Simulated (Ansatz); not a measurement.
Name crystals whose computed values (DFT-PBEsol in the program Ansatz with PAW potentials) fall in these windows: Θ_D (K) 330 to 430; B₀ by P(V) fit (GPa) 170 to 240; G_Hill (GPa) 70 to 98.



```json
[
 {"crystal": "V3Au, A15 (Cr3Si type)", "Θ_D (K)": "391", "B₀ by P(V) fit (GPa)": "209", "G_Hill (GPa)": "82.8"},
 {"crystal": "ZrRu, CsCl type", "Θ_D (K)": "386", "B₀ by P(V) fit (GPa)": "200", "G_Hill (GPa)": "83.7"},
 {"crystal": "Zr2N, anti-rutile", "Θ_D (K)": "426", "B₀ by P(V) fit (GPa)": "187", "G_Hill (GPa)": "70.7"},
 {"crystal": "GaCo, CsCl type", "Θ_D (K)": "419", "B₀ by P(V) fit (GPa)": "200", "G_Hill (GPa)": "74.7"},
 {"crystal": "TiTc, CsCl type", "Θ_D (K)": "421", "B₀ by P(V) fit (GPa)": "220", "G_Hill (GPa)": "78.9"}
]
```
Others may fit too.

Spin orders computed, not proven ground states: V3Au, A15 (Cr3Si type) ferromagnetic. Standing as an ambient phase not checked: V3Au, A15 (Cr3Si type); ZrRu, CsCl type; Zr2N, anti-rutile; TiTc, CsCl type. Began spin-polarised and lost the moments: GaCo, CsCl type. All cells were relaxed under the symmetry of their starts (and spin orders); stability against distortions was not tested throughout. Rows with no word on spin ran without spin polarisation. Scalar-relativistic: spin–orbit coupling is off unless named, which matters more the heavier the elements.

Potentials: the later of the program's two PAW sets (Tc and Pm come from another file).
